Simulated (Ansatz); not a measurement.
MgCu2O4 in space group Pbcm (No. 57; Pearson symbol oP28), the program Ansatz at the PBE level (PAW), all energies at zero smearing, with the estimated change up to a 700 eV cutoff added, with one set of potentials and settings (totals compare only within such a set). Cell of 28 atoms (4 Mg, 8 Cu, 16 O): -69766.524 eV.

| element | reference phase | E (eV/atom) |
|---|---|---|
| Mg | P6_3/mmc, 2 atoms in the cell | -1923.8026 |
| Cu | Fm-3m, 1 atoms in the cell | -6625.1757 |
| O | C2/m, 4 atoms in the cell, spin-polarised | -565.0000 |

Formation energy per atom, worked out: (-69766.524 − 4×(-1923.8026) − 8×(-6625.1757) − 16×(-565.0000))/28 = -1.068 eV/atom (-103 kJ per mol of atoms), at 0 K, without zero-point energy or fitted corrections.

The workflow started from a Materials Project entry (that database holds measured and hypothetical structures alike); the Crystallography Open Database copy checked does not list it. Its standing as an ambient phase is unchecked. The cell was relaxed with PBE under the symmetry of its start; whether a distortion lowers the energy is not shown. No spin polarisation was allowed. No Hubbard U is applied. The references are the lowest solids computed at this level, not always the standard phases (solids in place of the gases).

Potentials: the later of the program's two PAW sets.
